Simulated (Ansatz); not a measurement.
TiTe2 (fluorite or antifluorite type, Fm-3m) under volume change, PBE (plane waves, PAW; program Ansatz), scaled uniformly.

```
V (Å³/atom)  E − E(relaxed) (meV/atom)  P (GPa)
-----------  -------------------------  -------
24.734                            51.3     7.36
25.549                            21.4     4.47
26.365                             5.0     2.03
27.180                             0.0     0.00
27.996                             4.5    -1.72
28.811                            17.0    -3.14
29.626                            36.1    -4.35
```

What does a third-order Birch–Murnaghan fit give for V₀, B₀ and B′?

V₀ = 27.18 Å³/atom, B₀ = 62.1 GPa, B′ = 4.8.

The cell is a constructed one: a structure type filled with these elements; neither database checked (COD, Materials Project) lists it. COD files the formula under space group No. 164, so this cell is another polymorph or a model. Whether it is the stable phase at ambient conditions was not checked. Symmetry was held in the PBE relaxation; whether a distortion lowers the energy is not shown. The run is not spin-polarised. Scalar-relativistic: spin–orbit coupling is off unless named, which matters more the heavier the elements.

Potentials: the later of the program's two PAW sets.
